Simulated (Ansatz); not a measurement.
BP in space group P6_422 (No. 181; B on 3c, P on 3d), r²SCAN in the plane-wave PAW code Ansatz. The conduction-band minimum lies at M, with 3 equivalent valleys. Second derivatives d²E/dk² of the lowest band at one valley (eV·Å²), along Cartesian directions:

```
direction  d²E/dk²
---------  -------
[100]        27.84
[010]        24.94
[001]        43.17
[110]        26.38
[101]        35.51
[011]        33.96
```

Question: Find the principal effective masses, the density-of-states mass and the conductivity mass.

Answer: Off-diagonal terms follow from H_xy = H[110] − (H_xx + H_yy)/2, and m*/mₑ = 7.620 eV·Å² over each eigenvalue: 0.18, 0.27, 0.31. One valley's DOS mass (m₁m₂m₃)^(1/3) = 0.25, conductivity mass 3/(Σ 1/mᵢ) = 0.24 mₑ.

Question: What effective density of states Nc follows at 300 K for parabolic valleys?

Answer: Nc = 2.509e19 × 3 × (0.25)^(3/2) ≈ 9.4e18 cm⁻³.

The start of the workflow was typed in or built on a structure type; neither database checked (COD, Materials Project) lists it. It is not the phase usual at ambient conditions (space group No. 216). The r²SCAN relaxation kept the symmetry of its start; its stability against distortions is not shown here.

Potentials: the later of the program's two PAW sets.

Edges and masses are those of Kohn–Sham bands, whose gap is no quasiparticle gap.
